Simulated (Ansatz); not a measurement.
C (diamond, space group No. 227) at seven volumes, plane-wave PAW HSE06 (Ansatz code), scaled uniformly. One row is withheld.

```
V (Å³/atom)  P (GPa)
-----------  -------
5.070              ?
5.237          32.43
5.404          15.07
5.571          -0.04
5.738         -13.22
5.905         -24.66
6.073         -34.65
```

Q: Fit the shown pressures and predict the withheld one.

A: P = (3/2)B₀(x^(7/2) − x^(5/2))[1 + (3/4)(B′ − 4)(x − 1)] with x = (V₀/V)^(2/3). Least squares on the six rows gives V₀ = 5.570 Å³/atom, B₀ = 470 GPa, B′ = 3.65. At V = 5.070, x = 1.0647 and P = 52.46 GPa. The run itself gave 52.41 GPa.

Space group Fd-3m (diamond). The cell was relaxed with HSE06 under the symmetry of its start.

Potentials: the later of the program's two PAW sets.
